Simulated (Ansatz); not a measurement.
LiTaO3:
```
CELL_PARAMETERS angstrom
      2.53664     1.46453     4.55316
     -2.53664     1.46453     4.55316
      0.00000    -2.92906     4.55316
ATOMIC_POSITIONS crystal
  Li 0.70447 0.70447 0.70447
  Li 0.20447 0.20447 0.20447
  Ta 0.98876 0.98876 0.98876
  Ta 0.48876 0.48876 0.48876
  O  0.61765 0.87496 0.26388
  O  0.87496 0.26388 0.61765
  O  0.26388 0.61765 0.87496
  O  0.76388 0.37496 0.11765
  O  0.37496 0.11765 0.76388
  O  0.11765 0.76388 0.37496
```

Relaxed with LDA. Special points in fractions of this cell's reciprocal vectors: Γ (0.000, 0.000, 0.000); T (0.500, 0.500, 0.500); H2 (0.764, 0.236, 0.500); H0 (0.500, -0.236, 0.236); L (0.500, 0.000, 0.000); S0 (0.368, -0.368, 0.000); S2 (0.632, 0.000, 0.368); F (0.500, 0.000, 0.500).

Q: List the band energies nearest the valence-band maximum at these points for DFT-LDA in the program Ansatz with PAW potentials.

A: In eV from the valence-band maximum; about four levels below and three above (degenerate sets whole), none deeper than 8.9 eV; points with the same levels are listed once.

| k | below | above |
|---|---|---|
| Γ | -0.50 -0.50 -0.32 -0.04 -0.04 | 3.82 3.82 4.15 |
| T | -0.31 -0.31 -0.31 -0.31 | 5.27 5.27 5.58 5.58 5.58 5.58 |
| H2 | -0.69 -0.69 -0.34 -0.34 | 4.38 4.38 5.26 5.26 |
| L | -0.36 -0.36 -0.26 -0.26 | 4.65 4.65 5.36 5.36 |
| S0 | -0.84 -0.52 -0.45 -0.17 | 4.01 4.53 5.24 |
| F | -0.86 -0.55 -0.42 -0.32 | 3.87 4.48 5.11 |

Space group R3c. Symmetry was held in the LDA relaxation. The run is not spin-polarised. Scalar-relativistic: spin–orbit coupling is off unless named, which matters more the heavier the elements.

Potentials: the later of the program's two PAW sets.
